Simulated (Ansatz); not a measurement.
This guess for Ge2Sb3O is about to be relaxed.

```yaml
crystal:
  lattice:
    - [4.40262, 0.00000, 0.00000]
    - [-2.20131, 3.81278, 0.00000]
    - [0.00000, 0.00000, 9.81078]
  atoms:
    - { symbol: Ge, position: [0.66667, 0.33333, 0.75227] }
    - { symbol: Ge, position: [0.66667, 0.33333, 0.24773] }
    - { symbol: Sb, position: [0.00000, 0.00000, 0.00000] }
    - { symbol: Sb, position: [0.33333, 0.66667, 0.50000] }
    - { symbol: Sb, position: [0.33333, 0.66667, 0.00000] }
    - { symbol: O, position: [0.00000, 0.00000, 0.50000] }
```

Computed with DFT PBE, scalar-relativistic, plane waves, PAW (Ansatz 0.2.0). Cutoff 420 eV, Gaussian smearing, Γ-centred meshes. Cell and atoms relax on a converged mesh. In metals the finer mesh still leaves noise of several meV/atom or more. The steps can't lower the symmetry of their start. No spin polarisation.

A guess keeps its type if space group and coordination stay and the shape of the cell changes little (axis ratios within about 15 %, angles within 6°); the volume may change.

Question: Does this structure survive the relaxation?

Answer: It doesn't keep its type. The symmetry stays P-6m2 (No. 187). The volume per atom shrinks by 19.6 %, from 27.4 to 22.1 Å³. The shortest distance goes from 2.54 Å (Sb–O and Sb–Sb) to 2.51 Å (Ge–Ge). The ratio c/a of the conventional cell changes by a factor of 0.53. Counting neighbours within 15 % of an atom's shortest distance, the start has Ge 12, O 3, Sb 3 and the end Ge 1, O 11, Sb 5/11. In detail, at the end Ge has 1 Ge at 2.51 Å, 3 O at 3.17 Å, 3 Sb at 3.17 Å and 6 Sb at 3.40 Å; Sb on its first site has 3 Sb at 2.91 Å, 2 O at 3.00 Å and 6 Ge at 3.40 Å; O is surrounded by 5 Sb at 2.91–3.00 Å and 6 Ge at 3.17 Å (long against covalent radii, as for large ions); 2 more sites not described.

```cif
data_structure
_symmetry_space_group_name_H-M 'P-6m2'
_symmetry_Int_Tables_number 187
_cell_length_a 5.0447
_cell_length_b 5.0447
_cell_length_c 6.0094
_cell_angle_alpha 90.000
_cell_angle_beta 90.000
_cell_angle_gamma 120.000
_cell_volume 132.44
loop_
_atom_site_label
_atom_site_type_symbol
_atom_site_symmetry_multiplicity
_atom_site_Wyckoff_symbol
_atom_site_fract_x
_atom_site_fract_y
_atom_site_fract_z
_atom_site_occupancy
Ge1 Ge 2 i 0.66667 0.33333 0.70856 1
Sb1 Sb 1 a 0.00000 0.00000 0.00000 1
Sb2 Sb 1 d 0.33333 0.66667 0.50000 1
Sb3 Sb 1 c 0.33333 0.66667 0.00000 1
O1 O 1 b 0.00000 0.00000 0.50000 1
```

The last run used a 12×12×6 mesh (in the run's order of axes) for its 6-atom cell and Gaussian smearing of 0.10 eV. Spin–orbit coupling, which can matter for Sb, is left out. Symmetry constrained the relaxation, so the result can be a saddle point. Another cell of Ge2Sb3O relaxed alike, in I4/mmm, lies 0.34 eV/atom lower, so this cell isn't the stable form at this level.

In counts of neighbours, a slash parts the counts of unlike sites.
